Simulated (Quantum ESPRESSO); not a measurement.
Field gradients of MgI2 from PBE PAW (JTH datasets; density from pw.x of a modified build of Quantum ESPRESSO, gradients reconstructed from it by a script), 20 Ha, k-mesh 6×6×3 through Γ:

```
CELL_PARAMETERS angstrom
      4.19568     0.00000     0.00000
     -2.09784     3.63357     0.00000
      0.00000     0.00000     7.10573
ATOMIC_POSITIONS crystal
  Mg 0.00000 0.00000 0.00000
  I  0.33333 0.66667 0.22845
  I  0.66667 0.33333 0.77155
```
The cell was made here from a computed Materials Project entry: I2 and its equivalents moved by 0.04 Å along (0.00, 0.00, -1.00), space group kept. The parent is MgI2 in P-3m1; whether this form has been observed was not checked. Stability against distortions was not tested. The layers lie 3.9 Å apart; this gap hangs on dispersion, and neither it nor the stacking was checked against the measured crystal.

Vzz is the sum of three terms, each taken along its main axis: the smooth valence density, the ions (nucleus and frozen core) with the augmentation charges of all other spheres, and the all-electron minus smooth density in the atom's own sphere. The split hangs on the datasets.  Cores are frozen. I had no test against all-electron runs. Spin–orbit coupling is left out, a limit on I.

```
site            smooth valence density  ions and other spheres  own sphere  Vzz (a.u.)
--------------  ----------------------  ----------------------  ----------  ----------
I (atoms 2, 3)                   0.006                  -0.013         [?]         [?]
```

Some entries are withheld; supply them.


- I (atoms 2, 3), own sphere: -0.782
- I (atoms 2, 3), Vzz (a.u.): -0.789
